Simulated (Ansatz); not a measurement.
Relaxed WC (WC type, space group P-6m2):

```
WC
1.0
    5.84370     0.00000     0.00000
   -1.46093     2.53040     0.00000
    0.00000     0.00000     2.84710
W C
2 2
Direct
  0.00000   0.00000   0.00000
  0.50000   0.00000   0.00000
  0.33333   0.33333   0.50000
  0.83333   0.33333   0.50000
```

In each cell atom 1 (W, nearest neighbour C at 2.207 Å; its periodic images, 2.8 Å or more away, move with it) moves by s·(0.662, 0.382, 0.645) (towards the nearest neighbour), the rest being held.

Computed with PBE (plane waves to 420 eV, PAW, scalar-relativistic; Ansatz, a program for electronic structure). k mesh 15×15×13 (Γ-centred), Fermi-Dirac smearing 0.05 eV. Energies are smeared free energies. Left out: 1 of 11 points, with atoms too close for the PAW data. With partly filled bands, energies and forces of such displacements shift with the k mesh and the smearing. Spin-orbit coupling is left out, though W is heavy. WC is run without spin polarisation. WC was relaxed with its symmetry unable to fall. The zero of ΔE is the undisplaced structure.

Question: What ΔE (meV/cell) does the calculation give at s (Å) = -0.440, -0.352, -0.264, -0.176, 0.088, 0.176, 0.264, 0.352?

Answer: 
```tsv
s (Å)	ΔE (meV/cell)
-0.440	2235
-0.352	1467
-0.264	846
-0.176	385
0.088	102
0.176	418
0.264	968
0.352	1783
```

(A displaced cell: forces are minus the slopes of the energy, force constants its curvatures, and phonons follow from these.)
